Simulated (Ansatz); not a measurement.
## RbAgBr3: reading a single point

```xyz
10
Lattice="7.6056 0.0000 0.0000 -3.8028 6.5866 0.0000 0.0000 0.0000 6.4475" Properties=species:S:1:pos:R:3 pbc="T T T"
Ag    0.0000    0.0000    0.0000
Ag    0.0000    0.0000    3.2238
Rb   -0.0004    4.3913    4.8356
Rb    3.8024    2.1953    1.6119
Br    0.0000    2.1947    1.6119
Br    5.7050    1.0973    4.8356
Br    1.9022    5.4893    1.6119
Br    3.8028    4.3920    4.8356
Br   -1.9022    5.4893    1.6119
Br    1.9006    1.0973    4.8356
```

The numbers come from plane-wave PAW DFT (Ansatz): r2SCAN, no spin polarisation, 500 eV, 5×5×5 Γ-centred k points, fermi-dirac occupations (width 0.1 eV). Nothing was relaxed.

(1) Is there a gap?

(2) Where is the largest force?

(3) Describe some of the short contacts.

(4) Is the cell too large or too small?

Origin: a known structure type with other elements, at an estimated volume, so it need not be a known compound. Caveats: many states at the Fermi level without spin polarisation, so a magnetic state may lie lower.

Answers

(1) It is a metal, with about 8 states/eV a cell as the mean within 0.25 eV of the Fermi level, mostly Br p (73 %) and Ag d (25 %).

(2) The largest is on Br6 (and as large on other atoms): 0.34 eV/Å, components (-0.30, 0.17, 0.00). It makes 144° with the line to a nearest neighbour, Ag1 at 2.72 Å, pointing away from it.

(3) Ag–Br at 2.72 Å: least valence density 0.30 e/Å³ and ELF 0.18 there. Rb–Br at 3.80 Å: least valence density 0.03 e/Å³ and ELF 0.02 there, so no covalent bond. These are pseudo-fields; inside the PAW spheres they differ from the all-electron ones.

(4) The pressure is 0.1 GPa (compression positive), so with the atoms held at these fractions the cell is close to zero pressure.
